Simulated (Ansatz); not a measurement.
Here is the system:

TiSi:
```cif
data_SiTi
_chemical_formula_sum 'Ti1 Si1'
_space_group_name_H-M_alt 'P 1'
_space_group_IT_number 1
_cell_length_a 2.71755
_cell_length_b 2.71755
_cell_length_c 3.76217
_cell_angle_alpha 90.000
_cell_angle_beta 90.000
_cell_angle_gamma 97.712
loop_
_space_group_symop_operation_xyz
  'x, y, z'
loop_
_atom_site_label
_atom_site_type_symbol
_atom_site_fract_x
_atom_site_fract_y
_atom_site_fract_z
_atom_site_occupancy
Ti1 Ti 0.50000 0.50000 0.00000 1
Si1 Si 0.00000 0.00000 0.50000 1
```

This is the LDA-relaxed structure.

**Question.** All from DFT-LDA in the program Ansatz with PAW potentials, unless another level is named. Predict the electronic character.

**Answer.** metallic (no gap).

**Question.** Next, the formation energy from the elements (no fitted shifts)?

**Answer.** -0.62 eV/atom.

**Question.** Next, the density of states at the Fermi level?

**Answer.** 0.48 states/eV per atom (mean over ±0.08 eV).

Space group Cmmm. The first step of the workflow began from a Materials Project structure, measured or hypothetical; the Crystallography Open Database copy checked does not list it. COD files the formula under space group No. 25. Whether it is the stable phase at ambient conditions was not checked. The LDA relaxation kept the symmetry of its start; its stability against distortions is not shown here. The run is not spin-polarised. The references are the lowest solids computed at this level, not always the standard phases.

Potentials: the earlier of the program's two PAW sets. The files were generated under PBE; for other functionals the program regenerates the frozen cores, and for LDA and PBEsol the local potential too.
